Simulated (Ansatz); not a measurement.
This VMo3Se8 structure is the end of a relaxation. The cell was found from a structure generator's guess, not taken from experiment.

All numbers below come from DFT PBE, scalar-relativistic, plane waves, PAW (Ansatz). Cutoff 420 eV, Γ-centred mesh, Gaussian smearing, no spin polarisation.

```xyz
12
Lattice="6.6196 0.0000 0.0000 -3.3098 5.7328 0.0000 0.0000 0.0000 7.4401" Properties=species:S:1:pos:R:3 pbc="T T T"
V     0.0000    0.0000    0.0000
Mo    3.3098    0.0000    0.0000
Mo    1.6549    2.8664    0.0000
Mo   -1.6549    2.8664    0.0000
Se    3.3098    1.9109    1.6960
Se    1.6931    4.7993    1.6649
Se    0.0000    1.8669    1.6649
Se   -1.6931    4.7993    1.6649
Se    5.0029    0.9334    5.7752
Se    3.3098    3.8659    5.7752
Se    1.6167    0.9334    5.7752
Se    0.0000    3.8218    5.7441
```

Formation energies are uncorrected and refer to the elements' standard structures at the same level.

(1) What space group does it have?

(2) What is its formation energy per atom?

(3) Is it a metal?

## Answers

(1) P-3m1 (No. 164). Conventional cell: a = 6.620 Å, c = 7.440 Å. V is surrounded by 6 Se at 2.50 Å and 6 Mo at 3.31 Å; around Mo lie 6 Se at 2.55–2.56 Å, 2 V at 3.31 Å and 4 Mo at 3.31 Å; Se on a site of symmetry 3m is surrounded by 3 Mo at 2.56 Å; around Se on a site of symmetry m lie 1 V at 2.50 Å and 2 Mo at 2.55 Å.

(2) −0.52 eV/atom. A negative formation energy is needed for stability but isn't enough: competing phases decide.

(3) Yes, bands cross the Fermi level on the 6×6×6 mesh.

The last run used a 6×6×6 mesh for its 12-atom cell and Gaussian smearing of 0.10 eV. Weakly bound directions are ill-defined at this level, which has no dispersion term. An odd number of electrons in the primitive cell allows no gap without spin; a larger cell or a magnetic state could open one. No Hubbard U is applied to the 3d shell of V. The reference form of Se is held partly by dispersion forces, which this level lacks. Trial moments died out on the coarse mesh, so the last step has no spin; another magnetic start might hold. A structure relaxed within its symmetry needn't be a true minimum.
